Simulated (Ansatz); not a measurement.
This log comes from Ansatz, run on an ordered 8-atom cell of AlGa3P4 on the zincblende lattice (R3m). The geometry is the r2SCAN minimum.

The cell:
```
CELL_PARAMETERS angstrom
1.92991 1.11424 12.60484
-1.92991 1.11424 12.60484
0.00000 -2.22847 12.60484
ATOMIC_POSITIONS crystal
Al 0.99993 0.99993 0.99993
Ga 0.24987 0.24987 0.24987
Ga 0.49997 0.49997 0.49997
Ga 0.75018 0.75018 0.75018
P 0.31247 0.31247 0.31247
P 0.56241 0.56241 0.56241
P 0.81257 0.81257 0.81257
P 0.06259 0.06259 0.06259
```

Abridged output:
```
scf.n_extra_bands = 6 over 31 filled bands (N_el = 62.0): the run solves 37 bands
Pseudopotential: Al, paw, valence charge 3, recommended cutoff 420 eV (normal)
Pseudopotential: Ga, paw, valence charge 13, recommended cutoff 420 eV (normal)
Pseudopotential: P, paw, valence charge 5, recommended cutoff 420 eV (normal)
Functional definition: PBE
Crystal: 8 atoms, lattice volume = 162.631 Å³
Basis set: ecut = 420 eV, 3223 PW (Γ), FFT grids on a1−a3, a2−a3, a3
Symmetry: 6 space group operations
Space group: R3m (ITA 160)
k-points: 65 of 512 (time reversal used)
preconditioner: auto → Resta (q_TF=auto, 2.323 Å⁻¹)  ε∞=4.2  [insulator: Δε(μ)=1.586 eV  σ=0.020 eV  ℏωp=22.9 eV]
SCF 1 converged in 7 iterations: F = -14913.080614 eV  dr2 = 5.24e-8
SCF converged after 7 iterations
Free energy (F): -14913.080614 eV
Fermi energy:    7.355157 eV
--- Forces (eV/Å), atoms counted from 1 ---
  atom   1  Al      0.00000      0.00000      0.01956
  atom   2  Ga      0.00000      0.00000      0.00012
  atom   3  Ga      0.00000      0.00000    -0.00289
  atom   4  Ga      0.00000      0.00000    -0.01600
  atom   5  P       0.00000      0.00000      0.05562
  atom   6  P       0.00000      0.00000      0.00335
  atom   7  P       0.00000      0.00000      0.00579
  atom   8  P       0.00000      0.00000    -0.06556
--- Stress (GPa, compression-positive) ---
        2.202865       0.000000       0.000000
        0.000000       2.202865       0.000000
        0.000000       0.000000       2.191318
  P = ⅓ Tr σ = 2.1990 GPa (21.990 kbar)
--- Band table (eV; the first three rows and the last of 65) ---
  k-point 0: bands = […, 5.8496, 6.0084, 6.0084, 6.5338, 6.5576, 6.5576, 8.3241, 8.5804, 8.8025, 9.4538, …]
  k-point 1: bands = […, 5.2368, 5.3914, 5.3995, 6.0034, 6.2826, 6.3680, 9.1468, 9.3441, 9.5702, 10.0071, …]
  k-point 2: bands = […, 4.6766, 4.7263, 4.7823, 5.6650, 5.7737, 5.8970, 8.8092, 9.1270, 9.3697, 9.9663, …]
  k-point 64: bands = […, 5.6681, 5.6681, 6.2506, 6.2506, 6.4287, 6.4287, 8.4371, 8.6039, 9.0766, 9.6850, …]
```

Question: What input produced it? Give the YAML, leaving the band path aside.

Answer:
```yaml
crystal:
  # lattice and atoms as above
kpoints:
  mp_grid: { grid: [8, 8, 8] }
hamiltonian:
  xc: pbe
scf:
  occupations: { method: fermi_dirac, width: 0.02 }
  n_extra_bands: 6
output:
  forces: true
  stress: true
  eigenvalues: true
```
A single point prints forces and stress when the output block asks for them. This is the file that was run, less any keys that only write grids; thresholds and some counts can't be read off the log exactly.

Run as `ansatz run input.yaml --threads 4 --pin off --max-ram 6451MiB --backend cpu --events-out ev --progress --plain --runs-dir out`. It took 5.5 s on 4 threads of AMD EPYC 9R45 96-Core Processor (Zen 5), with other jobs on the host, load about 0.4 per core; peak host memory 0.69 GiB.

The cell comes from a prototype generator: it can be a known phase or a hypothetical one. Spin polarisation is off.
